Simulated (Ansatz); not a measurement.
Ga$_{2}$Se$_{3}$ (space group Cc)

```xyz
10
Lattice="3.3248 -5.8246 0.0000 3.3248 5.8246 0.0000 -2.1436 0.0000 6.2817" Properties=species:S:1:pos:R:3 pbc="T T T"
Ga     2.4437    -2.9287     3.1721
Ga     3.5155     2.9287     0.0313
Ga     2.2507     0.9987     3.1484
Ga     3.3225    -0.9987     0.0076
Se     2.5569     0.9073     5.5856
Se     3.6287    -0.9073     2.4447
Se     0.0870     0.9591     2.2505
Se    -0.9848    -0.9591     5.3913
Se     3.4121     3.0621     2.4747
Se     2.3403    -3.0621     5.6155
```

The slice is a (-1 0 1) plane (indices of the conventional cell) through the point (0.211, 0.046, 0.858) (fractional), spanned by u = [111] and v = [1 -1 0] in vectors of this cell: u (7.73 Å) and v (11.65 Å, at 90° to u). It covers one period; positions are fractions (u, v).

All values below come from PBEsol (plane waves to 420 eV, PAW, scalar-relativistic; Ansatz, a quantum-chemistry and plane-wave program). k mesh 6×6×6. These are valence fields of a PAW run, semicore shells included where kept as valence: close to a nucleus they are smooth pseudo fields. Ga2Se3 was relaxed with its symmetry unable to fall.

Question: Predict the map of the electrostatic potential energy of an electron, from the cell's mean on the slice.

Answer: 
```
|xxx=+=+=xxxxx-%@*xx|
|xx:##*#*:xxx *@@%-x|
|+*%@%%%#*-:-*%@@@%*|
|@@@@@%%##*+*#%@@@@@|
|@@@@@%%##**#%%@@@@@|
|=+*%%%%%#**##%%%%%*|
|xx +####+: :*####= |
|xxx +**+ xxx +**+ x|
|xxx =++:xxxxx-++= x|
|xxx +++:xxxxx:+++ x|
|xx +***=xxxx +***= |
|==*#%%%#= x +#%%##+|
|**#%%@@@%###%@%%%#*|
|**#%@@@@@@@@@@@%%#*|
|++*%@@@@@%%@@@%%%#*|
|  .*%@@%+..+%%%##*-|
|xxx.#@%=xxxx-****-x|
|xxxx*@# xxxx ===+ x|
|xxxx*@# xxxx =--= x|
|xxx.#@%-xxxx.+++*-x|
|  .*%@@#:  .*#**#*-|
|==*#%@@%#+=+##%%%#*|
|==*#%%%%#+=+#%%%%#*|
|++*#%%%%#+=+#%%@%%*|
|-=*#####*=-=*%@@@#+|
|xx.*****- xx.#@@%-x|
|xxx-==+= xxxx=%@+xx|
|xxx:=-=-xxxxx:%%=xx|
```
Scale: ten equal steps from -2.00 (start of ' ') to 6.35 (end of '@'), in the order ' .:-=+*#%@'. Values: electrostatic potential energy of an electron, from the cell's mean, in eV. The map has 19 points along u (one character each, u = 0 at the left) and 28 along v (v = 0 in the bottom row). Points within 1 Å of a nucleus are blanked (x), as the pseudised field means little there. Values under -2 eV are set to -2. The zero, the cell's mean, hangs on the PAW cores.
